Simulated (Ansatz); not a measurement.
Vibrations of CdPd (P4/mmm) by finite displacements

```xyz
2
Lattice="3.0005 0.0000 0.0000 0.0000 3.0005 0.0000 0.0000 0.0000 3.6584" Properties=species:S:1:pos:R:3 pbc="T T T"
Cd    0.0000    0.0000    0.0000
Pd    1.5003    1.5003    1.8292
```

Computed, not measured; unless marked otherwise by PBEsol, PAW on Ansatz 0.2.0's default frozen-core files (fitted under PBE), scalar-relativistic. k mesh 12×12×10, Fermi-Dirac smearing of 0.050 eV, cutoff 420 eV. The cell was relaxed by PAW under this functional.

Atoms are displaced by 0.0025 Å in the smallest supercells that hold the wave vectors of a 2×2×2 mesh. Negative values stand for unstable modes.

Task: What are the phonon energies at the solved wave vectors, in THz?

Result: 

```
                q  point                         modes (THz)
0.000 0.000 0.000  Gamma                     4.50 (×2), 5.59
0.500 0.000 0.000      X  3.09, 3.24, 3.87, 3.91, 4.39, 5.09
0.500 0.500 0.000      M    2.83 (×2), 3.60, 4.15, 5.68 (×2)
0.000 0.000 0.500      Z    3.13 (×2), 3.22 (×2), 4.02, 4.64
0.500 0.000 0.500      R  1.43, 2.12, 3.01, 3.29, 5.65, 5.84
0.500 0.500 0.500      A    3.67, 3.95, 4.12 (×2), 4.66 (×2)
```

Task: Is the structure dynamically stable at these wave vectors?

Result: Yes, no mode is unstable there; wave vectors off this mesh aren't tested.

Task: How do the optical zone-centre modes decompose, and which are active?

Result: Point group 4/mmm: Γ_opt = Eu + A2u.

```csv
label,THz,activity,mostly
Eu,4.50,IR,Pd (51 %)
A2u,5.59,IR,Pd (51 %)
```

In a metal the activity is that of symmetry alone; free carriers screen the infrared modes.

Task: The cell is scaled evenly to 32.278 and 33.596 Å³ (from 32.937), with free atoms relaxed and the shape held, so these aren't the values under hydrostatic pressure. What are the mode Grüneisen parameters γ = −d ln ω/d ln V?

Result: For the highest mode, 204.5 cm⁻¹ in the small cell and 185.2 in the large one give γ ≈ 2.48. From the change of the dynamical matrix on each mode:

```csv
point,cm⁻¹,γ
Gamma,150.1,2.39
Gamma,186.3,2.56
X,103.1,2.20
X,108.1,2.19
X,129.1,2.44
X,130.4,2.60
X,146.4,2.83
X,169.8,2.00
M,94.3,2.05
M,120.2,2.48
M,138.4,2.19
M,189.3,2.53
Z,104.3,2.48
Z,107.5,2.22
Z,134.1,2.49
Z,154.7,2.13
R,47.8,2.86
R,70.6,0.84
R,100.6,2.24
R,109.8,2.13
R,188.5,2.70
R,194.6,2.49
A,122.3,2.99
A,131.9,2.35
A,137.3,3.15
A,155.4,2.11
```

Weighted by the modes' heat capacities at 300 K, the mean on this mesh is 2.35; it moves with the q mesh, and a coarse one overweights the zone boundary.

Limits of these numbers: frozen-core PAW files fitted under PBE, their cores solved anew for the functional of the run; responses of metals move with mesh and smearing.
